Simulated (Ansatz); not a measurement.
SiC:
```yaml
crystal:
  lattice:
    - [0.00000, 2.17831, 2.17831]
    - [2.17831, 0.00000, 2.17831]
    - [2.17831, 2.17831, 0.00000]
  atoms:
    - { symbol: Si, position: [0.75000, 0.75000, 0.75000] }
    - { symbol: C, position: [0.00000, 0.00000, 0.00000] }
```

Tensor components refer to the Cartesian frame of this cell.

Q: Give the proper piezoelectric stress tensor with relaxed ions from the program Ansatz at the r²SCAN level (PAW).

A: In C/m², rows x, y, z, Voigt columns; mesh uncertainty up to 0.01.
```
 0.00   0.00   0.00  -0.10   0.00   0.00
 0.00   0.00   0.00   0.00  -0.10   0.00
 0.00   0.00   0.00   0.00   0.00  -0.10
```

The elastic tensor of the same run (GPa):

```tsv
	1	2	3	4	5	6
1	414	134	134	0.0	0.0	0.0
2	134	414	134	0.0	0.0	0.0
3	134	134	414	0.0	0.0	0.0
4	0.0	0.0	0.0	261	0.0	0.0
5	0.0	0.0	0.0	0.0	261	0.0
6	0.0	0.0	0.0	0.0	0.0	261
```

Q: Convert to strain constants d = e·S.

A: In pC/N:
```
 0.0   0.0   0.0  -0.4   0.0   0.0
 0.0   0.0   0.0   0.0  -0.4   0.0
 0.0   0.0   0.0   0.0   0.0  -0.4
```

Space group F-43m (zinc blende). Symmetry was held in the r²SCAN relaxation; phonons on a q-mesh show no instability.

Potentials: the earlier of the program's two PAW sets.
